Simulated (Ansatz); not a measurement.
## TiMo: energy along a strain

TiMo, Cmmm, a = 3.187 Å, b = 4.721 Å, c = 4.251 Å (as given, not relaxed at this level: -11.4 GPa). The structure is a Materials Project entry; whether it is the stable form wasn't checked. Ansatz: LDA, PAW, 420 eV, Γ-centred 18×18×12 mesh on 2 atoms, Gaussian smearing 0.15 eV; no spin polarisation. Cell vectors (Å): 1.594 -2.360 0.000; 1.594 2.360 0.000; 0.000 0.000 4.251. The cell is strained by x per cent times the pattern (1 1 0 0 0 0) in the order xx yy zz yz xz xy (engineering shears), with fractional coordinates held. y is the free energy over the start, V0 = 15.989 Å³/atom.

| x (%) | y (meV/atom) |
| --- | --- |
| -2.00 | -32.44 |
| -1.00 | -19.98 |
| 0.00 | 0.00 |
| 0.50 | 12.62 |
| 1.50 | 42.78 |
| 2.00 | ? |

**Question.** Fit y = c1 x + c2 x² + c3 x³ to the other rows, get the stiffness along the pattern, and predict the missing energy.

**Answer.** Least squares on the rows shown. y = 23.541 x + 3.4654 x² − 0.097374 x³. The clamped-ion stiffness p·C·p = 2 × 34.65 eV × 160.2 / 15.989 Å³ = 694 GPa (second derivative at the start, which stands under stress). At x = 2.00 the fit asked for gives 60.16 meV/atom. The run gave 60.18 meV/atom, so the fit is 0.02 meV/atom too low, a small miss on the scale of the series.